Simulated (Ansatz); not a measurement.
Structures of Sr$_{2}$V: which is lowest?

Plane-wave DFT in Ansatz with scalar-relativistic PAW potentials, cutoff 420 eV, Γ-centred meshes chosen by cell and gap, Gaussian smearing with energies taken to zero width. Every cell was relaxed (cell and atoms) in a run of its own, within the symmetry of its start. Functional: PBE.

Relaxed structures (starts from databases or built by putting these elements on another compound's sites):
A. Fm-3m, 3 atoms in the computed cell, a = 8.049 Å; sites (symmetry × multiplicity) Sr -43m × 8, V m-3m × 4; start: built
B. I4/mmm, 3 atoms in the computed cell, a = 4.032 Å, c = 14.283 Å; sites (symmetry × multiplicity) Sr 4mm × 4, V 4/mmm × 2; start: built

Task: Rank them by energy. Could pressure change the order?

Result:
| structure | group | E − E(lowest) (meV/atom) | V (Å³/atom) | gap on mesh (eV) |
| --- | --- | --- | --- | --- |
| B | I4/mmm | 0.0 | 38.69 | 0.00 |
| A | Fm-3m | 220 | 43.46 | 0.00 |

B is lowest, 220 meV/atom under A. The lowest is also the densest of these, so pressure wouldn't bring one of the others in at first order. Other structures may lie lower than all of these, and vibrations aren't counted.

Magnetic cells started from one order each; another order can shift an energy by tens of meV per atom.